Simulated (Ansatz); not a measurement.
Relaxed-ion elastic tensor of Lu (hcp (Mg type), P6_3/mmc) in GPa (Voigt order), DFT-PBE+D3(BJ) in the program Ansatz with PAW potentials; density 10.45 g/cm³, 27.81 Å³ per atom.

|  | 1 | 2 | 3 | 4 | 5 | 6 |
|---|---|---|---|---|---|---|
| 1 | 97.1 | 29.2 | 22.6 | 0.0 | 0.0 | 0.0 |
| 2 | 29.2 | 97.1 | 22.6 | 0.0 | 0.0 | 0.0 |
| 3 | 22.6 | 22.6 | 100.0 | 0.0 | 0.0 | 0.0 |
| 4 | 0.0 | 0.0 | 0.0 | 33.9 | 0.0 | 0.0 |
| 5 | 0.0 | 0.0 | 0.0 | 0.0 | 33.9 | 0.0 |
| 6 | 0.0 | 0.0 | 0.0 | 0.0 | 0.0 | 34.0 |

### Question
Is the crystal mechanically stable?

### Answer
Yes: the smallest eigenvalue of C is 33.9 GPa.

### Question
Work out the Voigt, Reuss and Hill averages.

### Answer
K_V = 49.2, K_R = 49.2, K_H = 49.2; G_V = 35.0, G_R = 34.9, G_H = 34.9 GPa.

### Question
Give Young's modulus, Poisson's ratio, Pugh's ratio and the universal anisotropy index.

### Answer
E = 9KG/(3K + G) = 84.7 GPa; ν = 0.21; K/G = 1.41 (brittle by the Pugh limit of 1.75); A_U = 5G_V/G_R + K_V/K_R − 6 = 0.02.

### Question
Estimate the sound speeds and the Debye temperature.

### Answer
v_l = √((K + 4G/3)/ρ) = 3030 m/s, v_t = √(G/ρ) = 1830 m/s, mean 2020 m/s; Θ = (h/k)(3n/4πV)^(1/3) v_m = 199 K.

### Question
Solve the Christoffel equation for the three sound speeds along x, y, z.

### Answer
Eigenvalues of C_ijkl n_j n_l equal ρv². In km/s, slowest first: x 1.80, 1.80, 3.05; y 1.80, 1.80, 3.05; z 1.80, 1.80, 3.09.

### Question
How much does each axis shrink under pressure?

### Answer
Linear compressibilities β_i = Σ_j S_ij (j = 1 to 3): x 6.7, y 6.7, z 7.0 per TPa.

The cell was relaxed with PBE+D3(BJ) under the symmetry of its start. The pairwise dispersion correction was not fitted to metals. As this level gives no gap, shear constants depend on the k-mesh and smearing (Fermi–Dirac, 0.1 eV here). On the denser mesh and wider smearing of the elastic run this cell carries a stress of 0.3 GPa. Spin–orbit coupling is left out wherever it is not named.

Potentials: the later of the program's two PAW sets.
